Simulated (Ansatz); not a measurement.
In₃Co:
```cif
data_Co4In12
_chemical_formula_sum 'In12 Co4'
_space_group_name_H-M_alt 'P42/mnm'
_space_group_IT_number 136
_space_group_name_Hall '-P 4n 2n'
_cell_length_a 6.76531
_cell_length_b 6.76531
_cell_length_c 7.01065
_cell_angle_alpha 90.000
_cell_angle_beta 90.000
_cell_angle_gamma 90.000
loop_
_atom_site_label
_atom_site_type_symbol
_atom_site_symmetry_multiplicity
_atom_site_Wyckoff_symbol
_atom_site_fract_x
_atom_site_fract_y
_atom_site_fract_z
_atom_site_occupancy
In1 In 4 c 0.00000 0.50000 0.00000 1
In2 In 8 j 0.34552 0.34552 0.25613 1
Co1 Co 4 f 0.15030 0.15030 0.00000 1
```

Relaxed at zero pressure with the program Ansatz at the PBEsol level (PAW).

Problem. The volume is raised by 3 % and shape and atoms relax at that volume. What pressure results, and how do the axes share the change?

Solution. -2.4 GPa; a 0.8 %, b 0.8 %, c 1.3 %; the energy rises by 5 meV/atom.

Problem. Give the new structure.

Solution. 
Space group P4₂/mnm (No. 136); a = b = 6.8221 Å, c = 7.1012 Å, α = β = γ = 90.00°

```json
[
 {"atom": "In", "site": "4c", "symmetry": "2/m..", "x": "0.0000", "y": "0.5000", "z": "0.0000"},
 {"atom": "In", "site": "8j", "symmetry": "..m", "x": "0.3455", "y": "0.3455", "z": "0.2576"},
 {"atom": "Co", "site": "4f", "symmetry": "m.2m", "x": "0.1514", "y": "0.1514", "z": "0.0000"}
]
```

The phase is kept; no other phase was compared at this pressure.

Space group P4_2/mnm. The workflow started from a Materials Project entry (that database holds measured and hypothetical structures alike); the Crystallography Open Database files this formula in space group No. 136, but the cells were not matched. Whether it is the stable phase at ambient conditions was not checked. The cell was relaxed with PBEsol under the symmetry of its start; whether a distortion lowers the energy is not shown. The run is not spin-polarised. Axis ratios of metals converge slowly with the k-mesh, so a and c are less sure than the volume.

Potentials: the later of the program's two PAW sets.
